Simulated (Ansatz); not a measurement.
SnO (litharge type, space group P4/nmm)

```
SnO
1.0
    3.79339     0.00000     0.00000
    0.00000     3.79339     0.00000
    0.00000     0.00000     4.76431
Sn O
2 2
Direct
  0.50000   0.00000   0.24059
  0.00000   0.50000   0.75941
  0.00000   0.00000   0.00000
  0.50000   0.50000   0.00000
```

The slice is a (0 -1 1) plane (indices of the conventional cell) through the point (0.000, 0.000, 0.000) (fractional), spanned by u = [100] and v = [011] in vectors of this cell: u (3.79 Å) and v (6.09 Å, at 90° to u). It covers one period; positions are fractions (u, v).

Level of theory: r2SCAN+rVV10 (plane waves to 500 eV, PAW, scalar-relativistic; Ansatz, a quantum-chemistry and plane-wave program). k mesh 9×9×7. These are valence fields of a PAW run, semicore shells included where kept as valence: close to a nucleus they are smooth pseudo fields. At this level the bands of SnO touch or barely overlap; measurements give the solid a gap. SnO was relaxed with its symmetry unable to fall.

### Question
Sketch the valence electron density on this plane as a map.

### Answer
```tsv
v \ u	0.00	0.13	0.27	0.40	0.53	0.67	0.80	0.93
0.88	0.0	-0.3	-0.9	-1.2	-1.3	-1.1	-0.6	-0.1
0.75	-0.2	-0.5	-0.9	-1.2	-1.3	-1.1	-0.7	-0.3
0.62	0.1	-0.2	-0.7	-1.2	-1.3	-1.0	-0.4	0.0
0.50	-0.5	-0.7	-1.0	-1.3	-1.4	-1.1	-0.8	-0.6
0.38	-1.2	-1.2	-1.2	-1.1	-1.0	-1.1	-1.2	-1.2
0.25	-1.3	-1.2	-0.8	-0.4	-0.2	-0.6	-1.0	-1.3
0.12	-0.1	-0.3	-0.5	0.0	0.2	-0.3	-0.5	-0.1
0.00	0.9	0.5	-0.4	-0.7	-0.7	-0.7	0.0	0.8
```

Values: log₁₀ of the valence density in e/Å³. The scale is logarithmic, as a density can span decades between atoms and voids.
